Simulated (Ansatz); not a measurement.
Br:
```yaml
crystal:
  lattice:
    - [3.45334, -2.10156, 0.00000]
    - [3.45334, 2.10156, 0.00000]
    - [0.00000, 0.00000, 8.70335]
  atoms:
    - { symbol: Br, position: [0.64283, 0.35717, 0.38359] }
    - { symbol: Br, position: [0.85717, 0.14283, 0.88359] }
    - { symbol: Br, position: [0.14283, 0.85717, 0.11641] }
    - { symbol: Br, position: [0.35717, 0.64283, 0.61641] }
```

Relaxed with r²SCAN+D4. Special points in fractions of this cell's reciprocal vectors: Γ (0.000, 0.000, 0.000); Y (0.500, 0.500, 0.000); F0 (0.343, 0.657, 0.000); Δ0 (-0.343, 0.343, 0.000); Z (0.000, 0.000, 0.500); B0 (-0.343, 0.343, 0.500); G0 (0.343, 0.657, 0.500); T (0.500, 0.500, 0.500); S (0.000, 0.500, 0.000); R (0.000, 0.500, 0.500).

Q: List the band energies nearest the valence-band maximum at these points for the program Ansatz at the r²SCAN+D4 level (PAW).

A: In eV from the valence-band maximum; about four levels below and three above (degenerate sets whole), none deeper than 8.9 eV; points with the same levels are listed once.

```tsv
k	below	above
Γ	-1.29 -0.53 -0.33 0.00	1.67 2.70 6.60
Y	-1.93 -1.46 -0.64 -0.29	1.66 2.47 7.45
F0	-1.54 -1.11 -0.78 -0.30	2.23 2.51 8.83
Z	-1.09 -1.09 -0.15 -0.15	2.06 2.06 7.17 7.17
B0	-0.83 -0.83 -0.52 -0.52	2.22 2.22 9.26 9.26
T	-1.24 -1.24 -1.00 -1.00	1.96 1.96 8.47 8.47
S	-1.34 -1.34 -0.57 -0.57	2.68 2.68 7.44 7.44
R	-0.80 -0.80 -0.08 -0.08	2.11 2.11 7.82 7.82
```

Space group Cmce (molecular I2 type). The r²SCAN+D4 relaxation kept the symmetry of its start. The substance is a gas or liquid at ambient conditions; this is its low-temperature solid. Scalar-relativistic: spin–orbit coupling is off unless named, which matters more the heavier the elements.

Potentials: the earlier of the program's two PAW sets.
